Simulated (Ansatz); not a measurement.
The relaxed structure here is a generated cell of V2Ge: the first start was made by placing the elements on the sites of a structure type, and the end was not matched to a known phase here, so it may be hypothetical.

The end point of a relaxation of V2Ge. Space group P6₃/mmc (No. 194), AFLOW prototype AB2_hP6_194_c_ad (B8_2, as in InNi2). Level of theory: r2SCAN (plane waves to 500 eV, PAW, scalar-relativistic; Ansatz, an electronic-structure program).

```cif
data_Ge2V4
_chemical_formula_sum 'Ge2 V4'
_space_group_name_H-M_alt 'P 1'
_space_group_IT_number 1
_cell_length_a 4.31848
_cell_length_b 4.31848
_cell_length_c 5.13617
_cell_angle_alpha 90.000
_cell_angle_beta 90.000
_cell_angle_gamma 120.000
loop_
_space_group_symop_operation_xyz
  'x, y, z'
loop_
_atom_site_label
_atom_site_type_symbol
_atom_site_fract_x
_atom_site_fract_y
_atom_site_fract_z
_atom_site_occupancy
Ge1 Ge 0.33333 0.66667 0.25000 1
Ge2 Ge 0.66667 0.33333 0.75000 1
V1 V 0.00000 0.00000 0.00000 1
V2 V 0.00000 0.00000 0.50000 1
V3 V 0.33333 0.66667 0.75000 1
V4 V 0.66667 0.33333 0.25000 1
```

Give the magnetic moment at the level r2SCAN.

Net 0.33 μB/atom, ferrimagnetic.

Spin state reached: ferrimagnetic (net 0.33 μB/atom), from parallel starting moments; other spin orders were not run from this start.

The run could not lose the symmetry of its start: the end is stationary, and may be a saddle point rather than a minimum.

All atoms sit on sites fixed by symmetry, so only the cell could relax.
